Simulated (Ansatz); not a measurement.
A geometry of Ga2Cu away from equilibrium: step 10 of the relaxation of a randomly generated symmetric cell of Ga2Cu (space group No. 123). Computed with PBEsol (plane waves to 420 eV, PAW, scalar-relativistic; Ansatz, a first-principles code). Γ-centred k-mesh 11×11×6 on the run's cell (coarser than for final values), Fermi–Dirac smearing 0.05 eV.

```xyz
3
Lattice="3.5409 0.0000 0.0000 0.0000 3.5409 0.0000 0.0000 0.0000 4.6201" Properties=species:S:1:pos:R:3:forces:R:3 pbc="T T T" free_energy=-14073.537 pressure_GPa=2.8
Cu     1.7704     1.7704     2.3101    0.0000    0.0000    0.0000
Ga     0.0000     0.0000     0.0000    0.0000    0.0000    0.0000
Ga     1.7704     1.7704     0.0000    0.0000    0.0000    0.0000
```

Positions in Å, forces in eV/Å, free energy of the cell in eV (comparable only within this code, potentials and settings). Largest force: all forces are below 0.005 eV/Å; the geometry lies 0.01 eV/atom above the end of its relaxation.

No spin polarisation in the result.

The run could not lose the symmetry of its start.

All atoms sit on sites fixed by symmetry, so only the cell could relax.

The first start was generated by a random draw of sites in a space group. A measured structure of Ga2Cu has the same space group, P4/mmm (No. 123); the sites were not compared with it.
